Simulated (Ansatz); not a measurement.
**Phonons of LuP in the zincblende structure**

Level of theory: DFT, PBEsol, scalar-relativistic, no spin polarisation; plane waves to 420 eV with PAW datasets (Ansatz 0.2.0), Gaussian smearing of 0.05 eV. The datasets are Ansatz's generated set soft_2.

```
Lu P
1.0
     0.00000    3.04385    3.04385
     3.04385    0.00000    3.04385
     3.04385    3.04385    0.00000
Lu P
1 1
Direct
  0.00000 0.00000 0.00000
  0.25000 0.25000 0.25000
```

This is a trial structure: such lanthanide and actinide compounds mostly take the rock-salt structure.

Force constants come from finite displacements in a 2×2×2 supercell (the unit cell's 6×6×6 k-mesh, folded to it); the long-range dipole term is included. Points in reciprocal vectors of this cell: Γ = (0.000, 0.000, 0.000), X = (-0.500, -0.500, 0.000), U = (-0.375, -0.375, 0.250), K = (-0.375, 0.000, 0.375), L = (0.000, 0.000, 0.500), W = (-0.500, -0.250, 0.250).

Frequencies at the named points (cm⁻¹, imaginary ones negative):
```
point               ω (cm⁻¹)
    Γ      0 0 0 279 279 335
    X  57 57 138 260 260 294
    U  52 81 127 262 268 286
    K  52 81 127 262 268 286
    L  34 34 127 268 268 297
    W  68 76 125 264 268 282
```

Q: Is the structure dynamically stable along this path, and where does the spectrum end?

A: Yes: no branch is imaginary beyond numerical noise. The highest frequency is 335 cm⁻¹, at Γ. Points that don't fit the supercell are interpolated.

Q: What does the harmonic approximation give for the vibrational free energy, entropy and heat capacity?

A: Zero-point energy 32.6 meV/atom.
```csv
T (K),F_vib (meV/atom),S (J/K per mole of atoms),C_V (J/K per mole of atoms)
100,25.3,15.3,15.1
200,2.4,28.0,21.2
300,-31.6,37.0,23.1
400,-73.6,43.8,23.9
500,-121.9,49.2,24.2
600,-175.2,53.6,24.5
700,-232.8,57.4,24.6
800,-294.0,60.7,24.7
900,-358.5,63.6,24.7
1000,-425.7,66.2,24.8
```

The highest mode, 335 cm⁻¹, is worth 480 K. At 300 K the heat capacity has reached 93 % of the classical limit 3R = 24.9 J/K per mole of atoms.

Cost: 49 s on 4 threads of Arm Neoverse V2, with other jobs on the host, peak memory 1.7 GiB.

 Spin–orbit coupling, which matters for such heavy elements, is left out.
